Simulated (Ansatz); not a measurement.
Al2Au:
```xyz
3
Lattice="0.0000 3.0305 3.0305 3.0305 0.0000 3.0305 3.0305 3.0305 0.0000" Properties=species:S:1:pos:R:3 pbc="T T T"
Al     1.5152     1.5152     1.5152
Al     4.5457     4.5457     4.5457
Au     0.0000     0.0000     0.0000
```

Relaxed with PBE. Special points in fractions of this cell's reciprocal vectors: Γ (0.000, 0.000, 0.000); X (0.500, 0.000, 0.500); U (0.625, 0.250, 0.625); K (0.375, 0.375, 0.750); L (0.500, 0.500, 0.500); W (0.500, 0.250, 0.750).

Question: List the band energies nearest the Fermi level at these points for PBE (plane waves, PAW; program Ansatz).

Answer: In eV from the Fermi level; about four levels below and three above (degenerate sets whole), none deeper than 8.9 eV; points with the same levels are listed once.

```csv
k,below,above
Γ,-6.44 -6.44 -6.44 -5.51 -5.51,2.02 2.93 2.93 2.93
X,-5.22 -4.92 -2.05 -2.05,1.09 2.08 7.57
U,-5.42 -4.55 -3.34 -1.33,1.74 4.29 5.92
L,-6.20 -6.20 -5.40 -5.40 -5.34,0.36 0.36 3.22
W,-5.10 -3.97 -3.97 -2.14,4.00 4.00 5.11
```

Space group Fm-3m (fluorite or antifluorite type). The PBE relaxation kept the symmetry of its start. Spin–orbit coupling is left out wherever it is not named.

Potentials: the later of the program's two PAW sets.
